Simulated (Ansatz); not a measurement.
The relaxed structure here is a generated cell of Ag: the first start was made by placing the elements on the sites of a structure type, and the end was not matched to a known phase here, so it may be hypothetical. Known forms of Ag include space group No. 225.

A relaxed structure of Ag. Space group I4/mmm (No. 139). Computed with r2SCAN (plane waves to 500 eV, PAW, scalar-relativistic; Ansatz, a quantum-chemistry and plane-wave program).

Space group I4/mmm (No. 139); a = 3.371 Å, b = 3.371 Å, c = 3.070 Å, α = 90.00°, β = 90.00°, γ = 90.00°

```
atom  site  symmetry       x       y       z
----  ----  --------  ------  ------  ------
Ag      2b     4/mmm  0.0000  0.0000  0.5000
```
(The calculation used a cell of 1 atom; values per cell refer to that cell.)

For Ag, the volume per atom comes out as 17.44 Å³ and the band gap is no gap (metallic). The shortest distances is Ag–Ag 2.84 Å and the k-mesh is 20×20×20.

No spin polarisation in the result.

The run could not lose the symmetry of its start: the end is stationary, and may be a saddle point rather than a minimum.
